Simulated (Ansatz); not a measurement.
# Data sheet: CrN (DFT)

CrN:
```xyz
4
Lattice="1.4921 0.8615 4.6248 -1.4921 0.8615 4.6248 0.0000 -1.7229 4.6248" Properties=species:S:1:pos:R:3 pbc="T T T"
Cr     0.0000     0.0000     0.0000
N      0.0000     0.0000     3.4686
Cr     0.0000     0.0000     6.9372
N      0.0000     0.0000    10.4058
```
The run is spin-polarised; directions of the spins, atom by atom: ↑ 0 ↓ 0.

Space group R-3m (No. 166); conventional cell a = 2.984 Å, b = 2.984 Å, c = 6.937 Å, α = 90.00°, β = 90.00°, γ = 120.00°.

Method: plane-wave PAW r²SCAN (Ansatz code). Geometry: relaxed at this level of theory. Other levels are named where they apply.

### Cell and energy

```json
{
  "volume_per_atom": "8.92 Å³",
  "density": "6.15 g/cm³",
  "Formation energy from the elements (no fitted shifts)": "-0.85 eV/atom"
}
```

### Electronic structure

```json
{
  "band_gap": "0.30 eV (indirect)",
  "valence_band_maximum": "off the standard path, at k = (0.266, 0.266, -0.487) in fractions of the reciprocal vectors",
  "conduction_band_minimum": "at Γ",
  "smallest_direct_gap_on_the_standard_path": "0.68 eV",
  "hole_effective_mass": "0.28, 0.51, 1.2 mₑ (principal values)"
}
```

### Magnetism

```json
{
  "magnetic_order": "antiferromagnetic",
  "net_moment": "0.00 μB per atom"
}
```

### Mechanics

```json
{
 "Bulk modulus (Birch–Murnaghan fit)": "269 GPa",
 "Pressure derivative B′": "4.1",
 "mechanical_stability": "stable (all eigenvalues of C positive)",
 "hill_bulk_and_shear_moduli": "272 and 196 GPa",
 "Young's modulus": "474 GPa",
 "Poisson's ratio": "0.21",
 "debye_temperature_from_the_elastic_constants": "896 K"
}
```

### Charges

```json
{
 "bader_charges": "Cr +1.61, N -1.61 e"
}
```

A made-up cell: these elements were put on the sites of a structure type; the Crystallography Open Database copy checked does not list it. COD files the formula under space group No. 225. Its standing as an ambient phase is unchecked. The r²SCAN relaxation kept the symmetry of its start, as lowered by the spin order; whether a distortion lowers the energy is not shown. Spin order of the final state: antiferromagnetic, chosen from 3 collinear starts compared on coarse meshes (ties went to the first, and starts can fall back to one state), not a proven ground state. Other orbital occupations within this spin state were not tried. No Hubbard U is applied. Point labels and valley counts follow the cell and symmetry of the run, lower than the named group. The references are the lowest solids computed at this level, not always the standard phases (solids in place of the gases).

Potentials: the later of the program's two PAW sets.
